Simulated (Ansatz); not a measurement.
## Calculation log, HfRu (Pm-3m) (bands, slopes and optics on a fine k mesh)

Computed with LDA, all-electron LAPW in Ansatz 0.2.0, scalar-relativistic; not a measurement.

Cell and atoms were relaxed beforehand by PAW with this functional.

Launched as:

```sh
ansatz run input.yaml --threads 1 --pin off --max-ram 3072MiB --backend cpu --events-out ev --progress --plain --runs-dir out
```

Input:

```yaml
crystal:
  lattice:
    - [3.18208548489, 0.0, 0.0]
    - [0.0, 3.18208548489, 0.0]
    - [0.0, 0.0, 3.18208548489]
  atoms:
    - { symbol: Hf, position: [0.0, 0.0, 0.0] }
    - { symbol: Ru, position: [0.5, 0.5, 0.5] }
kpoints:
  mp_grid: { grid: [12, 12, 12] }
scf:
  occupations: { method: fermi_dirac, width: 0.1 }
hamiltonian:
  xc: lda
  pseudopotentials: { kind: all_electron, lapw: { basis_error: 0.001 } }
output:
  forces: true
  stress: true
  eigenvalues: true
  eigenstates:
    nscf_kmesh: { grid: [16, 16, 16] }
    de_dk: true
    e_range: [-14, 14]
  optics:
    e_range: [0, 25]
    de: 0.2
    sigma: 0.2
    bands: { spectra_wanted_up_to: 25 }
    nscf_kmesh: { grid: [16, 16, 16] }
    drude_damping: 0.1
checkpoint:
  write: ck
  write_wavefunctions: false
```

The program printed:

```
Warning: RAYON_NUM_THREADS=1 ignored (pool sized by the plan → 1); use --threads N
LAPW: plane waves up to 8.499 Å⁻¹, error target 1.0e-3 eV per atom; small_component_spin mean_spin; Ru in spheres of 1.337 Å, 26 of its electrons in bands, Dirac shells []; Hf in spheres of 1.419 Å, 42 of its electrons in bands, ...
Engine: ansatz 0.2.0, aarch64-unknown-linux-gnu
Pseudopotentials: kind: all_electron
Pseudopotential: Hf, LAPW, valence charge 42, lapw/all_electron/scalar/gaussian/Hf, Koelling and Harmon's equation, gaussian nucleus
Pseudopotential: Ru, LAPW, valence charge 26, lapw/all_electron/scalar/gaussian/Ru, Koelling and Harmon's equation, gaussian nucleus
Functional definition: SPW92
  exchange = slater_x
  correlation = pw_c
Crystal: 2 atoms, lattice volume = 32.221 Å³
Basis set: ecut = 275.1806964849343 eV, 341 PW (Γ), exchange–correlation at level 2
Bands: 41, of which v1, the nominal top of the filled ones, is band 34 counted from 1 (33 counted from 0)
Symmetry: 48 space group operations
Space group: Pm-3m (ITA 221), of the structure as read, at distance tolerance 3.2e-5 Å
k-points: 84 of 1728
Non-local potential: Hf, projectors of the file, none
Non-local potential: Ru, projectors of the file, none
Initial density: superposition of atomic densities (chi_scale 0.1, normalization cell, long waves kept (reshape's long-wave potential 0.00 eV rms))
Initial wavefunctions: plane waves of lowest kinetic energy (no species holds an atomic orbital)
Functional: x = slater, c = lda
iter 1 solved again at ethr=1.03e-3 eV; its pass at ethr=1.00e-1 eV (dr2=6.99e-1 eV) is discarded
SCF iter   1: F=—  HF=-533183.238488 eV  |F-HF|=—  |Δ(HF+E_count)|=         —  Δρ=4.85e-2  dr2=7.00e-1  ethr=1.03e-3  ⟨swp⟩=2.2  Hψ=21144  notcnv=0
preconditioner: auto → Kerker (q_TF=auto, 3.090 Å⁻¹)  [metal: Δε(μ)=0.192 eV  Ē_g=16.506 eV  σ=0.100 eV  W_gap=0.40  n_scr=18 (ndim 8)  ℏωp=37.0 eV  f_vac=0.000  D(μ)=0.32/eV (n_scr^D=0)]
SCF iter   2: F=—  HF=-533183.366370 eV  |F-HF|=—  |Δ(HF+E_count)|=   1.28e-1  Δρ=6.34e-2  dr2=2.45e0  ethr=1.03e-3  ⟨swp⟩=2.1  Hψ=10746  notcnv=0
SCF iter   3: F=—  HF=-533182.462802 eV  |F-HF|=—  |Δ(HF+E_count)|=   9.04e-1  Δρ=2.01e-2  dr2=1.99e-1  ethr=1.03e-3  ⟨swp⟩=2.0  Hψ=9721  notcnv=0
SCF iter   4: F=—  HF=-533182.417965 eV  |F-HF|=—  |Δ(HF+E_count)|=   4.48e-2  Δρ=9.36e-3  dr2=5.43e-2  ethr=2.93e-4  ⟨swp⟩=2.0  Hψ=9897  notcnv=0
SCF iter   5: F=—  HF=-533182.393741 eV  |F-HF|=—  |Δ(HF+E_count)|=         —  Δρ=4.53e-3  dr2=9.15e-3  ethr=7.99e-5  ⟨swp⟩=2.0  Hψ=10284  notcnv=0
the basis was enlarged: its passes take 309.9 KiB over the memory plan, 1 of 1 planned eigensolver slots
SCF iter   6: F=—  HF=-533182.396749 eV  |F-HF|=—  |Δ(HF+E_count)|=   3.01e-3  Δρ=2.98e-3  dr2=2.53e-3  ethr=1.35e-5  ⟨swp⟩=2.0  Hψ=10308  notcnv=0
SCF iter   7: F=—  HF=-533182.393954 eV  |F-HF|=—  |Δ(HF+E_count)|=   2.79e-3  Δρ=1.13e-3  dr2=7.80e-4  ethr=3.72e-6  ⟨swp⟩=2.0  Hψ=10299  notcnv=0
iter 8 solved again at ethr=2.45e-8 eV; its pass at ethr=1.15e-6 eV (dr2=1.66e-5 eV) is discarded
SCF iter   8: F=—  HF=-533182.393748 eV  |F-HF|=—  |Δ(HF+E_count)|=   2.06e-4  Δρ=2.90e-4  dr2=1.67e-5  ethr=2.45e-8  ⟨swp⟩=2.0  Hψ=17422  notcnv=0
SCF iter   9: F=—  HF=-533182.393746 eV  |F-HF|=—  |Δ(HF+E_count)|=   2.21e-6  Δρ=1.10e-4  dr2=4.52e-6  ethr=2.45e-8  ⟨swp⟩=2.0  Hψ=10307  notcnv=0
SCF iter  10: F=—  HF=-533182.393746 eV  |F-HF|=—  |Δ(HF+E_count)|=   2.70e-7  Δρ=6.31e-5  dr2=2.51e-6  ethr=6.64e-9  ⟨swp⟩=2.0  Hψ=10307  notcnv=0
SCF iter  11: F=—  HF=-533182.393746 eV  |F-HF|=—  |Δ(HF+E_count)|=   5.02e-7  Δρ=1.33e-5  dr2=1.00e-7  ethr=3.69e-9  ⟨swp⟩=2.0  Hψ=10307  notcnv=0
SCF iter  12: F=—  HF=-533182.393746 eV  |F-HF|=—  |Δ(HF+E_count)|=   1.65e-8  Δρ=2.37e-6  dr2=2.39e-9  ethr=1.48e-10  ⟨swp⟩=2.0  Hψ=10307  notcnv=0
SCF iter  13: F=—  HF=-533182.393746 eV  |F-HF|=—  |Δ(HF+E_count)|=   1.40e-9  Δρ=1.20e-6  dr2=7.50e-10  ethr=9.57e-12 (applied; sched 3.52e-12)  ⟨swp⟩=2.0  Hψ=10307  notcnv=0
SCF iter  14: F=—  HF=-533182.393746 eV  |F-HF|=—  |Δ(HF+E_count)|=  3.49e-10  Δρ=4.42e-7  dr2=4.97e-11  ethr=9.57e-12 (applied; sched 1.10e-12)  ⟨swp⟩=2.0  Hψ=10307  notcnv=0
SCF iter  15: F=—  HF=-533182.393746 eV  |F-HF|=—  |Δ(HF+E_count)|=  6.98e-10  Δρ=2.31e-7  dr2=1.96e-11  ethr=9.57e-12 (applied; sched 1.00e-12)  ⟨swp⟩=2.0  Hψ=10307  notcnv=0
SCF iter  16: F=-533182.393746 eV  HF=-533182.393746 eV  |F-HF|=0.00e0  |Δ(HF+E_count)|=  3.49e-10  Δρ=5.81e-8  dr2=1.33e-12  ethr=9.57e-12 (applied; sched 1.00e-12)  ⟨swp⟩=2.0  Hψ=10307  notcnv=0
SCF 1 converged in 16 iterations: F = -533182.393746 eV  dr2 = 1.33e-12
NSCF: frozen V_eff on 165 k-points
the basis was enlarged: its passes take 18.2 MiB over the memory plan, 1 of 1 planned eigensolver slots
NSCF: frozen V_eff on 165 k-points
SCF converged after 16 iterations
Free energy (F): -533182.393746 eV
Harris-Foulkes:  -533182.393746 eV  (|F-HF|=0.00e0)
Internal energy: -533182.377014 eV  (E = F + TS)
E sigma→0 (E₀):  -533182.385380 eV
Entropy (-TS):   -0.016732 eV (-8.366 meV/atom)
Fermi energy:    24.858147 eV
--- Per-component energies (eV) ---
  E_band       = -6157.653288
  E_kinetic    = 584140.319314
  E_xc         = -11690.886342
  E_electrostatic = -1105631.809985  (all electrons and nuclei)
  E_smearing   = -0.016732  (= −TS)
  E_closure    = 0.000000  (closes the sum)
  Σ components = -533182.393746   (vs F -533182.393746, Δ=0.00e0)
  Basis errors (estimates in eV, not in F): energy 2.6e-4 per atom: plane waves 2.2e-4 (1.2e-4 summed), levels above the bands 3.1e-41, relativity 7.5e-9, radial functions 3.9e-5, core shells 1.0e-6; eigenvalues (radial functions ...
--- Forces (eV/Å), atoms counted from 1 ---
  atom   1  Hf    -0.00000000     0.00000000     0.00000000
  atom   2  Ru    -0.00000000    -0.00000000    -0.00000000
  max |Σ_I F_I| component: 4.86e-30 eV/Å
--- Stress (GPa, compression-positive) ---
        0.073437       0.000000       0.000000
        0.000000       0.073437       0.000000
        0.000000       0.000000       0.073437
  P = ⅓ Tr σ = 0.0734 GPa (0.734 kbar)
--- Fermi surface from the table of eigenstates, both spin states counted (twice the sheets' area in a run without spin) ---
  How far the three rows differ hints at the mesh's error and does not bound it.
  reading                E - E_F (eV)   area (Å⁻²)  resistivity times mean free path along x, y, z (Ω·m²), under one mean free path over the surface
  by tetrahedra                0.0042       15.153  2.0176e-15  2.0176e-15  2.0176e-15
  by the states' slopes        0.0219       15.819  1.9326e-15  1.9326e-15  1.9326e-15
  on every second point       -0.0198       11.996  2.5485e-15  2.5485e-15  2.5485e-15
```

The calculation finished and met its thresholds.

Head of eigenstates.tsv:

```
# spin	ik	k_frac_1	k_frac_2	k_frac_3	k_cart_x_inv_ang	k_cart_y_inv_ang	k_cart_z_inv_ang	n_plane_waves	band	set	set_size	e_ev	residual_ev	de_dk_x_ev_times_ang	de_dk_y_ev_t
# format = ansatz-eigenstates/6
# source = nscf_kmesh_points
# nscf_kmesh_grid = 16 16 16
# nscf_kmesh_shift = 0 0 0
# n_kpoints = 165
# n_rows = 3277
# fermi_ev = 2.4858146651388797e1
# fermi_mp_grid = 12 12 12
# fermi_mp_shift = 0 0 0
# fermi_n_kpoints = 84
# fermi_n_bands = 41
# fermi_largest_filled_residual_ev = 1.2344251818305428e-7
# n_electrons = 6.8e1
# occupation_method = fermi_dirac
# smearing_width_ev = 1e-1
# xc_rung = lda
# e_minus_fermi_range_ev = -1.4e1 1.4e1
# overlap = augmented
# smooth_dims = 18 18 18
# scf_smooth_dims = 18 18 18
# fft_grid_basis = 1 0 0 0 1 0 0 0 1
# n_bands_solved = 47
# n_bands_printed_max = 41
# set_resolution_ev = 1.0004157035206283e-5
# degenerate_levels = group_imposed
```

**Optical peaks**

Independent-particle optical response of a crystal from Kohn-Sham bands on the fine mesh with a Drude term, no local fields or excitons; Cartesian axes as in the input; a zero of eps1 gives a sharp plasmon only where eps2 is small.

```json
{
  "Fine mesh": "16, 16, 16",
  "Window top": "25 eV",
  "Line width": "0.2 eV",
  "Drude damping": "0.1 eV",
  "Further gaussian width": "0.3 eV",
  "ε₁ rises through zero at x": "0.83, 12.67, 15.3, 20.71 eV",
  "ε₂ there x": "35.39, 1.98, 1.39, 0.7",
  "Plasma energy (x, y, z)": "4.734, 4.734, 4.734 eV",
  "Reflectivity at 1 eV, x-polarised": "0.5925",
  "Reflectivity at 2 eV, x-polarised": "0.5254",
  "Reflectivity at 3 eV, x-polarised": "0.4996"
}
```

### Optical constants

Normal incidence from vacuum, light polarised along x.

| Quantity | Value |
| --- | --- |
| Fine mesh | 16, 16, 16 |
| Line width | 0.2 eV |
| Drude damping | 0.1 eV |
| Further gaussian width | 0.3 eV |

| photon energy (eV) | refractive index | extinction | reflectivity | loss function | absorption (×10⁵ cm⁻¹) |
| --- | --- | --- | --- | --- | --- |
| 0.8 | 4.158 | 4.326 | 0.633 | 0.0278 | 3.507 |
| 1.6 | 4.227 | 3.097 | 0.542 | 0.0347 | 5.023 |
| 2.4 | 3.826 | 2.811 | 0.5094 | 0.0423 | 6.838 |
| 3.2 | 3.683 | 2.762 | 0.5016 | 0.0453 | 8.959 |
| 4 | 3.262 | 3.288 | 0.5497 | 0.0466 | 13.33 |
| 4.8 | 2.419 | 3.064 | 0.5409 | 0.0638 | 14.91 |
| 5.6 | 2.001 | 2.836 | 0.5305 | 0.0782 | 16.1 |
| 6.4 | 2.029 | 2.793 | 0.5219 | 0.0798 | 18.12 |
| 7.2 | 1.257 | 2.883 | 0.6251 | 0.074 | 21.04 |
| 8 | 0.786 | 2.305 | 0.6301 | 0.1031 | 18.69 |
| 8.8 | 0.691 | 1.86 | 0.5624 | 0.166 | 16.59 |
| 9.6 | 0.802 | 1.499 | 0.4161 | 0.2879 | 14.58 |
| 10.4 | 0.898 | 1.385 | 0.3493 | 0.3352 | 14.6 |
| 11.2 | 0.83 | 1.258 | 0.3269 | 0.4047 | 14.28 |
| 12 | 0.917 | 1.133 | 0.2601 | 0.4603 | 13.78 |
| 12.8 | 1.041 | 0.996 | 0.1926 | 0.4813 | 12.92 |
| 13.6 | 1.092 | 1.095 | 0.2166 | 0.4181 | 15.09 |
| 14.4 | 0.89 | 1.205 | 0.2912 | 0.4261 | 17.58 |
| 15.2 | 0.808 | 0.866 | 0.1958 | 0.7107 | 13.35 |
| 16 | 1.109 | 0.797 | 0.1273 | 0.5082 | 12.92 |
| 16.8 | 1.112 | 1.015 | 0.1898 | 0.4395 | 17.28 |
| 17.6 | 1.05 | 1.129 | 0.2332 | 0.4195 | 20.14 |
| 18.4 | 0.779 | 1.227 | 0.3327 | 0.4285 | 22.88 |
| 19.2 | 0.491 | 0.978 | 0.3827 | 0.669 | 19.04 |
| 20 | 0.54 | 0.741 | 0.2606 | 1.133 | 15.02 |
| 20.8 | 0.605 | 0.58 | 0.1692 | 1.424 | 12.22 |
| 21.6 | 0.695 | 0.51 | 0.1128 | 1.285 | 11.16 |
| 22.4 | 0.782 | 0.477 | 0.0809 | 1.06 | 10.83 |
| 23.2 | 0.791 | 0.576 | 0.106 | 0.9931 | 13.54 |
| 24 | 0.689 | 0.48 | 0.1061 | 1.332 | 11.67 |
| 24.8 | 0.729 | 0.325 | 0.0578 | 1.167 | 8.162 |

### Dielectric function

* Fine mesh: 16, 16, 16
* Line width: 0.2 eV
* Drude damping: 0.1 eV
* Further gaussian width: 0.3 eV

```tsv
photon energy (eV)	dielectric real xx	dielectric imag xx
1.2	6.931	29.57
2.4	6.74	21.51
3.6	4.24	21.62
4.8	-3.536	14.82
6	-2.951	10.49
7.2	-6.735	7.247
8.4	-3.732	3.081
9.6	-1.603	2.403
10.8	-1.086	2.367
12	-0.441	2.079
13.2	0.034	2.302
14.4	-0.659	2.144
15.6	0.306	1.434
16.8	0.207	2.256
18	-0.571	2.279
19.2	-0.717	0.96
20.4	-0.121	0.72
21.6	0.222	0.708
22.8	0.424	0.854
24	0.244	0.661
```

Known limits: no spin-orbit coupling on heavy atoms; these sums move with the mesh, by several per cent and more for small sheets; Fermi surface not resolved by the mesh; spectra summed at the mesh points alone; Drude weight from the Fermi-surface sum.

Time and hardware: 5.1 min on 1 thread of Arm Neoverse V1, on a shared host, peak memory 0.6 GiB.
